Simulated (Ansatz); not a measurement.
An Ansatz (a first-principles code) run. Input:

Ansatz 0.2 input:
```yaml
crystal:
  lattice:
    - [0.0, 3.818181448, 3.818181448]
    - [3.818181448, 0.0, 3.818181448]
    - [3.818181448, 3.818181448, 0.0]
  atoms:
    - { symbol: Ag, position: [0.75, 0.75, 0.75] }
    - { symbol: Ag, position: [0.5, 0.5, 0.5] }
    - { symbol: Ag, position: [0.125, 0.625, 0.125] }
    - { symbol: Ag, position: [0.125, 0.125, 0.125] }
    - { symbol: Ag, position: [0.625, 0.125, 0.125] }
    - { symbol: Ag, position: [0.125, 0.125, 0.625] }
kpoints:
  mp_grid: { grid: [7, 7, 7] }
  band_path:
    path:
      - [[0.0, 0.0, 0.0], [0.5, 0.0, 0.5], [0.625, 0.25, 0.625]]  # Γ-X-U
      - [[0.375, 0.375, 0.75], [0.0, 0.0, 0.0], [0.5, 0.5, 0.5], [0.5, 0.25, 0.75], [0.5, 0.0, 0.5]]  # K-Γ-L-W-X
    npoints: 12
hamiltonian:
  xc: r2scan
  pseudopotentials: { azcp: { folder: ./paw }, kind: paw_fr }
magnetization: { noncollinear: true, spin_orbit: true }
scf:
  n_extra_bands: 12
  convergence: { dr2_threshold: 0.0000000001 }
  occupations: { method: gaussian, width: 0.05 }
output: { eigenvalues: true }
```

Output (shortened):

```
Pseudopotential: Ag, paw, valence charge 19
Functional definition: r2SCAN
non-collinear run that drives no moment, with spin-orbit …
Crystal: 6 atoms, lattice volume = 111.327 Å³
Basis set: ecut = 500 eV, 2741 PW (Γ), exchange–correlation on 160×160×160 points (64 copies of the dense FFT grid, shifted against one another)
Bands: 126, of which v1, the nominal top of the filled ones, is band 114 counted from 1 (113 counted from 0)
Symmetry: 48 space group operations + 48 with time reversal
k-points: 20 of 343
Projection manifold: j_resolved (fully-relativistic pseudo-atomic orbitals)
iter 1 solved again at ethr=2.49e-3 eV; its pass at ethr=3.10e-3 eV (dr2=2.84e0 eV) is discarded
SCF iter   1: F=—  HF=-45577.663362 eV  |F-HF|=—  |Δ(HF+E_count)|=         —  Δρ=5.06e-2  dr2=2.96e0  dr2_τ=1.57e-2  dr2_m=0.00e0 (ungated)  ethr=2.49e-3  |M|=0.00e0 ∫|m|=0.00e0 μB  |m|>n=0.0e0 m-floor=0.0e0 τ_xc=0.0e0  β_m=0.30  ⟨swp⟩=1.4  Hψ=7540  notcnv=0
preconditioner: auto → Resta (q_TF=auto, 2.739 Å⁻¹)
spin=Noncollinear: Resta preconditioning applied to the charge; magnetization (m_x, m_y, m_z) channels mix plain (no charge-response kernel on spin).
SCF iter   2: F=—  HF=-45577.069662 eV  |F-HF|=—  |Δ(HF+E_count)|=   5.94e-1  Δρ=2.71e-2  dr2=9.23e-1  dr2_τ=6.94e-3  dr2_m=0.00e0 (ungated)  ethr=2.49e-3  |M|=0.00e0 ∫|m|=0.00e0 μB  |m|>n=0.0e0 m-floor=0.0e0 τ_xc=0.0e0  β_m=0.47  ⟨swp⟩=3.0  Hψ=1999  notcnv=0
SCF iter   3: F=—  HF=-45576.958166 eV  |F-HF|=—  |Δ(HF+E_count)|=   1.11e-1  Δρ=8.56e-3  dr2=7.50e-2  dr2_τ=7.97e-4  dr2_m=0.00e0 (ungated)  ethr=8.10e-4  |M|=0.00e0 ∫|m|=0.00e0 μB  |m|>n=0.0e0 m-floor=0.0e0 τ_xc=0.0e0  β_m=0.71  ⟨swp⟩=2.0  Hψ=2094  notcnv=0  defer=92
SCF iter   4: F=—  HF=-45576.983344 eV  |F-HF|=—  |Δ(HF+E_count)|=   2.52e-2  Δρ=3.74e-3  dr2=1.22e-2  dr2_τ=1.29e-4  dr2_m=0.00e0 (ungated)  ethr=6.58e-5  |M|=0.00e0 ∫|m|=0.00e0 μB  |m|>n=0.0e0 m-floor=0.0e0 τ_xc=0.0e0  β_m=0.86  ⟨swp⟩=2.0  Hψ=2008  notcnv=0  defer=128
SCF iter   5: F=—  HF=-45576.982139 eV  |F-HF|=—  |Δ(HF+E_count)|=   1.21e-3  Δρ=4.57e-4  dr2=2.53e-4  dr2_τ=2.70e-6  dr2_m=0.00e0 (ungated)  ethr=1.07e-5  |M|=0.00e0 ∫|m|=0.00e0 μB  |m|>n=0.0e0 m-floor=0.0e0 τ_xc=0.0e0  β_m=0.93  ⟨swp⟩=2.0  Hψ=1848  notcnv=0  defer=128
SCF iter   6: F=—  HF=-45576.982308 eV  |F-HF|=—  |Δ(HF+E_count)|=   1.70e-4  Δρ=1.53e-4  dr2=3.90e-5  dr2_τ=5.75e-7  dr2_m=0.00e0 (ungated)  ethr=2.22e-7  |M|=0.00e0 ∫|m|=0.00e0 μB  |m|>n=0.0e0 m-floor=0.0e0 τ_xc=0.0e0  β_m=0.91  ⟨swp⟩=2.0  Hψ=2249  notcnv=0  defer=128
SCF iter   7: F=—  HF=-45576.982300 eV  |F-HF|=—  |Δ(HF+E_count)|=   8.26e-6  Δρ=7.18e-5  dr2=4.92e-6  dr2_τ=9.09e-8  dr2_m=0.00e0 (ungated)  ethr=3.42e-8  |M|=0.00e0 ∫|m|=0.00e0 μB  |m|>n=0.0e0 m-floor=0.0e0 τ_xc=0.0e0  β_m=0.89  ⟨swp⟩=2.0  Hψ=2122  notcnv=0  defer=128
SCF iter   8: F=—  HF=-45576.982375 eV  |F-HF|=—  |Δ(HF+E_count)|=   7.53e-5  Δρ=1.51e-5  dr2=3.99e-7  dr2_τ=3.48e-9  dr2_m=0.00e0 (ungated)  ethr=4.31e-9  |M|=0.00e0 ∫|m|=0.00e0 μB  |m|>n=0.0e0 m-floor=0.0e0 τ_xc=0.0e0  β_m=0.95  ⟨swp⟩=2.0  Hψ=2124  notcnv=0  defer=128
SCF iter  11: F=-45576.982375 eV  HF=-45576.982375 eV  |F-HF|=0.00e0  |Δ(HF+E_count)|=  6.55e-10  Δρ=1.22e-7  dr2=1.27e-11  dr2_τ=2.01e-13  dr2_m=0.00e0 (ungated)  ethr=1.00e-12  |M|=0.00e0 ∫|m|=0.00e0 μB  |m|>n=0.0e0 m-floor=0.0e0 τ_xc=0.0e0  ⟨swp⟩=7.0  Hψ=4362  notcnv=0
SCF 1 converged in 11 iterations: F = -45576.982375 eV  dr2 = 1.27e-11
NSCF: frozen V_eff on 74 k-points
SCF converged after 11 iterations
Magnetization: |M| = 0.0000 μB,  M = (+0.0000, +0.0000, +0.0000) μB
Absolute magnetization: 0.0000 μB (∫|m|)
  site 0: m = (+0.0000, +0.0000, +0.0000) μB, |m| = 0.0000 μB  (R = 1.31 Å)
  site 1: m = (+0.0000, +0.0000, +0.0000) μB, |m| = 0.0000 μB  (R = 1.31 Å)
  site 2: m = (+0.0000, +0.0000, +0.0000) μB, |m| = 0.0000 μB  (R = 1.11 Å)
  site 3: m = (+0.0000, +0.0000, +0.0000) μB, |m| = 0.0000 μB  (R = 1.11 Å)
  site 4: m = (+0.0000, +0.0000, +0.0000) μB, |m| = 0.0000 μB  (R = 1.11 Å)
  site 5: m = (+0.0000, +0.0000, +0.0000) μB, |m| = 0.0000 μB  (R = 1.11 Å)
Free energy (F): -45576.982375 eV
Harris-Foulkes:  -45576.982375 eV  (|F-HF|=0.00e0)
Internal energy: -45576.981493 eV  (E = F + TS)
E sigma→0 (E₀):  -45576.981934 eV
Entropy (-TS):   -0.000882 eV (-0.147 meV/atom)
Fermi energy:    15.617732 eV
--- Per-component energies (eV) ---
  E_band       = -1727.639611
  E_kinetic    = 2804.485930
  E_local      = -13685.285688  (includes V_loc(G=0)·N_el)
  E_nonlocal   = 203.054945
  E_hartree    = 6652.871206
  E_xc         = -902.142427
  E_vxc        = -1328.616401  (∫ρ·V_xc dr)
  E_paw        = -23817.561514  (= ΣΔE_a)
  E_vpaw       = -3124.158020  (= ΣTr[D̂ρ^β])
  E_aug_tail   = 0.000933  (compensation charges beyond the density's cutoff)
  E_vtau       = 97.136235  (kinetic-family band-sum trace: ∫τ·v_τ [+ j·A + Jᵃ·Aᵃ] dr)
  E_ewald      = -16829.346608
  E_core_change = -3.058269  (= ΣΔE_core)
  E_smearing   = -0.000882  (= −TS)
  E_closure    =  0.000000  (closes the sum)
  Σ components = -45576.982375   (vs F -45576.982375, Δ=0.00e0)
  [band-id]    e_kinetic+e_local+e_nonlocal+2·e_hartree+e_vxc+e_vpaw+e_augmentation_tail+e_vtau = -1727.639655   (vs E_band -1727.639611, Δ=-4.43e-5)
--- Band table (eV; the first three rows and the last of 20) ---
  k-point 0: bands = ["-79.1868", "-79.1868", "-79.1548", "-79.1548", "-79.1548", "-79.1548", "-79.1548", "-79.1548", "-78.7701", "-78.7701", "-78.7687", "-78.7687", "-45.2814", "-45.2814", "-45.2759", "-45.2759", "-45.2759", "-45.2759", "-45.1908", …
  k-point 1: bands = ["-79.1856", "-79.1856", "-79.1560", "-79.1560", "-79.1548", "-79.1548", "-79.1548", "-79.1548", "-78.7700", "-78.7700", "-78.7688", "-78.7688", "-45.2804", "-45.2804", "-45.2759", "-45.2759", "-45.2735", "-45.2735", "-45.1939", …
  k-point 2: bands = ["-79.1826", "-79.1826", "-79.1590", "-79.1590", "-79.1548", "-79.1548", "-79.1548", "-79.1548", "-78.7699", "-78.7699", "-78.7689", "-78.7689", "-45.2794", "-45.2794", "-45.2758", "-45.2758", "-45.2655", "-45.2655", "-45.2019", …
  k-point 19: bands = ["-79.1730", "-79.1730", "-79.1686", "-79.1686", "-79.1548", "-79.1548", "-79.1548", "-79.1548", "-78.7695", "-78.7695", "-78.7693", "-78.7693", "-45.2778", "-45.2778", "-45.2762", "-45.2762", "-45.2396", "-45.2396", "-45.2275", …
```

Cost: about 5 core-minutes (a rough figure) on shared cores.

Space group Fd-3m. The start of the workflow was typed in or built on a structure type; neither database checked (COD, Materials Project) lists it. It is not the phase usual at ambient conditions (space group No. 225). The r²SCAN relaxation kept the symmetry of its start; whether a distortion lowers the energy is not shown. No spin polarisation was allowed.

Potentials: the earlier of the program's two PAW sets.

Ansatz is a plane-wave DFT program.
